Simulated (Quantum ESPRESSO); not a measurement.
Kohn-Sham bands of MgSe (wurtzite)

```
CELL_PARAMETERS angstrom
      4.22147     0.00000     0.00000
     -2.11073     3.65590     0.00000
      0.00000     0.00000     6.81672
ATOMIC_POSITIONS crystal
  Mg 0.66667 0.33333 0.49831
  Mg 0.33333 0.66667 0.99831
  Se 0.66667 0.33333 0.87669
  Se 0.33333 0.66667 0.37669
```

Cell from Materials Project (mp-1018040), symmetrised, no further relaxation. Not found in the COD (Crystallography Open Database) copy used, which has the formula in other groups; not checked further. Computed values, not measurements, from LDA: Quantum ESPRESSO (norm-conserving PseudoDojo potentials, cutoff 69 Ry, no spin polarisation, no spin-orbit coupling) on a Γ-centred 12×12×4 mesh, then Wannier90. Density: 12×12×6 mesh, cold smearing 0.01 Ry. Spin-orbit coupling, left out, would split the p-like bands by a few tenths of an eV.

Energies are relative to the valence-band maximum; weights are on the orthonormalised atomic waves of the pseudopotential files, averaged over the group. 52 electrons a cell are treated as valence.

```
bands  from (eV)  to (eV)  filling  weight on atomic waves
-----  ---------  -------  -------  ----------------------
1–2       -73.82   -73.82   filled              (withheld)
3–12      -45.86   -45.85   filled              (withheld)
13–18     -41.23   -41.22   filled              (withheld)
19–20     -11.75   -11.00   filled              (withheld)
21–26      -3.30     0.00   filled              (withheld)
```

Task: Which atomic shells make up each group?

Result: 
- 1–2, weight on atomic waves: Mg 2s 99 %
- 3–12, weight on atomic waves: Se 3d 100 %
- 13–18, weight on atomic waves: Mg 2p 100 %
- 19–20, weight on atomic waves: Se 4s 90 %, Mg 3s 9 %
- 21–26, weight on atomic waves: Se 4p 89 %, Mg 3s 8 %

The Kohn-Sham gap over both meshes and the path is 2.39 eV.
